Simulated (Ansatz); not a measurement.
Ru (hcp, Mg type)

```
Ru
1.0
    2.72216     0.00000     0.00000
   -1.36108     2.35746     0.00000
    0.00000     0.00000     4.29083
Ru
2
Direct
  0.33333   0.66667   0.75000
  0.66667   0.33333   0.25000
```

Two coordinates are scanned: the volume, and the ratio of the stretch along z (the conventional c axis) to the stretch across it. Atoms keep their fractional coordinates.

The numbers are results of PBE (plane waves to 420 eV, PAW, scalar-relativistic; Ansatz, a first-principles code), not measurements. k mesh 20×20×11 (Γ-centred), Fermi-Dirac smearing 0.05 eV. Compression counts positive. With partly filled bands, the response to shear is sensitive to the k mesh, so small differences along c/a are uncertain. Ru is run without spin polarisation. Ru was relaxed with its symmetry unable to fall.

At one point of the scan the stress tensor (GPa) is:

```
  -19.4      0.0      0.0
    0.0    -19.4      0.0
    0.0      0.0    -20.8
```

### Question
Which point is it?
A. V/V₀ = 1.080, (c/a)/(c/a)₀ = 1.040
B. V/V₀ = 1.080, (c/a)/(c/a)₀ = 1.000
C. V/V₀ = 1.000, (c/a)/(c/a)₀ = 1.040
D. V/V₀ = 1.027, (c/a)/(c/a)₀ = 1.120

### Answer
B, V/V₀ = 1.080, (c/a)/(c/a)₀ = 1.000

(A scan under strain: stresses follow from slopes of the energy per volume, elastic moduli from its curvatures.)
